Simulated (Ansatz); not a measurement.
# SnMo: forces and stress of a distorted cell

Cell: model SnMo built from the zinc-blende structure and then distorted.

Ansatz, all-electron PAW with datasets made for this cell; functional PBE; scalar-relativistic, cores by Dirac's equation, point nucleus. Brillouin zone: 2×2×2 (half-step shift), Fermi–Dirac smearing of 0.15 eV; a denser mesh would shift the values. For a metal, stress, forces and moments on so few k-points can be far from the converged ones. On this fcc-type cell the shift lowers the mesh's symmetry. Spin-restricted. Thinly bonded d atoms may carry moments, which this run forbids. Labels count atoms in the order given.

```
Sn Mo
1.0
    -3.07907   -0.14345    3.35453
     0.11511    3.23660    3.32619
    -2.93099    3.11686    0.00463
Sn Mo
1 1
Direct
  0.89820 0.98010 0.26394
  0.14967 0.20103 0.51432
```

Forces in eV/Å:
```
Sn1   0.278 -0.292 -1.000
Mo2  -0.278  0.292  1.000
```

Stress xx yy zz yz xz xy in GPa, positive in compression: -4.32 -3.66 -4.57 -0.33 -1.28 -3.32.

* Pressure: -4.18 GPa
* Largest force: 1.079 eV/Å

# All-electron DFT: SnMo

System: generated SnMo in the zinc-blende structure, strained and with atoms displaced, one atom being moved towards a neighbour.

Method as above, mesh 2×2×2 with shift 0.5, 0.5, 0.5. No spin polarisation. Thinly bonded d atoms may carry moments, which this run forbids.

Lattice in Å, fractional positions:
```yaml
crystal:
  lattice:
    - [-3.20376, -0.13457, 3.27949]
    - [-0.03841, 3.06851, 3.10651]
    - [-3.04099, 3.07871, 0.02821]
  atoms:
    - { symbol: Sn, position: [0.40364, 0.00354, 0.83073] }
    - { symbol: Mo, position: [0.60373, 0.37954, 0.04667] }
```

Forces in eV/Å:
```
Sn1   5.139  5.756  5.088
Mo2  -5.139 -5.756 -5.088
```

Stress (GPa; xx, yy, zz, yz, xz, xy; compression positive): 11.95, 9.31, 10.21, 15.97, 20.54, 17.41.

- Pressure: 10.49 GPa
- Largest force: 9.242 eV/Å
